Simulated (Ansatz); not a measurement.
**Be$_{3}$Si: distorted cells**

These are results of DFT PBE, scalar-relativistic, plane waves, PAW (Ansatz), not measurements.

Plane waves to 420 eV, a k mesh through Γ of 18×18×18 on the computed 4-atom cell and Gaussian smearing (0.10 eV); no spin polarisation.

Reference cell:

```
CELL_PARAMETERS angstrom
-1.70557 1.70557 3.42313
1.70557 -1.70557 3.42313
1.70557 1.70557 -3.42313
ATOMIC_POSITIONS crystal
Be 0.75000 0.25000 0.50000
Be 0.25000 0.75000 0.50000
Be 0.50000 0.50000 0.00000
Si 0.00000 0.00000 0.00000
```

Each variant moves atoms of this cell by the vectors given, if any (Å), and then applies a symmetric strain (tensor components, Cartesian axes). The reference cell isn't relaxed at this level. Energies are per atom at zero smearing, counted from the lowest variant. Pressure is positive in compression.

1. strain (xx yy zz yz xz xy, %) -3.02 -3.02 2.97 0.00 0.00 0.00
2. strain (xx yy zz yz xz xy, %) 1.85 1.85 -7.15 0.00 0.00 0.00
3. strain (xx yy zz yz xz xy, %) 3.05 3.05 1.55 0.00 0.00 0.00

```json
{"variant": "1", "ΔE (meV/atom)": "?", "P (GPa)": "?", "largest force (eV/Å)": "?", "gap on mesh (eV)": "?", "space group": "?"}
{"variant": "2", "ΔE (meV/atom)": "20.6", "P (GPa)": "3.60", "largest force (eV/Å)": "0.00", "gap on mesh (eV)": "0", "space group": "I4/mmm"}
{"variant": "3", "ΔE (meV/atom)": "5.1", "P (GPa)": "-8.54", "largest force (eV/Å)": "0.00", "gap on mesh (eV)": "0", "space group": "I4/mmm"}
```

Problem. Give the withheld rows.

Solution.
| variant | ΔE (meV/atom) | P (GPa) | largest force (eV/Å) | gap on mesh (eV) | space group |
| --- | --- | --- | --- | --- | --- |
| 1 | 0.0 | 3.05 | 0.00 | 0 | I4/mmm |